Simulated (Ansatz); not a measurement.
Computed with Ansatz 0.2.0, DFT PBE, scalar-relativistic, plane waves, PAW, and for the lanthanide a 4f-in-core norm-conserving potential. All cells share a 660 eV cutoff and Γ-centred k meshes spaced at most about 0.3 Å⁻¹ (about 0.25 or finer for metals, 2π included). No spin polarisation in the final relaxations.

These are static total energies at zero pressure.

Two relaxed structures of PrAl3Mo2:

A.

```yaml
crystal:
  lattice:
    - [1.98323, -6.41605, 0.00000]
    - [1.98323, 6.41605, 0.00000]
    - [0.00000, 0.00000, 4.46896]
  atoms:
    - { symbol: Pr, position: [0.00000, 0.00000, 0.00000] }
    - { symbol: Al, position: [0.50000, 0.50000, 0.50000] }
    - { symbol: Al, position: [0.31918, 0.68082, 0.00000] }
    - { symbol: Al, position: [0.68082, 0.31918, 0.00000] }
    - { symbol: Mo, position: [0.18701, 0.81299, 0.50000] }
    - { symbol: Mo, position: [0.81299, 0.18701, 0.50000] }
```

B.

```yaml
crystal:
  lattice:
    - [5.53365, 0.00000, 0.00000]
    - [-2.76682, 4.79228, 0.00000]
    - [0.00000, 0.00000, 4.33908]
  atoms:
    - { symbol: Pr, position: [0.00000, 0.00000, 0.00000] }
    - { symbol: Al, position: [0.50000, 0.50000, 0.50000] }
    - { symbol: Al, position: [0.50000, 0.00000, 0.50000] }
    - { symbol: Al, position: [0.00000, 0.50000, 0.50000] }
    - { symbol: Mo, position: [0.66667, 0.33333, 0.00000] }
    - { symbol: Mo, position: [0.33333, 0.66667, 0.00000] }
```

Problem. Which would you expect to be lower, and how large is the difference?

Solution. B is lower, by 201 meV/atom. A has space group Cmmm (No. 65), 19.0 Å³/atom and no gap on its mesh; B has space group P6/mmm (No. 191), 19.2 Å³/atom and no gap. Counting all near atoms (those within 1.25 times the shortest distance at each site; a plus sign parts nearer from farther groups), A has Pr 12, Al 12, Mo 10 and B has Pr 6+12, Al 8, Mo 6+6. In A, Pr has 8 Al at 2.99–3.05 Å, 4 Mo at 3.28 Å and 2 Pr at 3.97 Å; Al on a site of symmetry mmm has 4 Pr at 2.99 Å, 4 Mo at 3.11 Å and 4 Al at 3.22 Å; around Mo lie 2 Mo at 2.56 Å, 2 Al at 2.81 Å, 6 Al at 2.99–3.11 Å and 2 Pr at 3.28 Å; 1 more site not described. In B, around Pr lie 6 Mo at 3.19 Å, 12 Al at 3.52 Å and 2 Pr at 4.34 Å; Al is surrounded by 4 Mo at 2.69 Å, 4 Al at 2.77 Å and 4 Pr at 3.52 Å; around Mo lie 6 Al at 2.69 Å, 3 Pr at 3.19 Å and 3 Mo at 3.19 Å. Both come from invented guesses. A third cell relaxed alike, in P4/mmm, lies 8 meV/atom below the lower of the two.

Cells relaxed within their symmetry can be saddle points.

The lanthanide is trivalent by construction, without f bands, f moments or other valences.
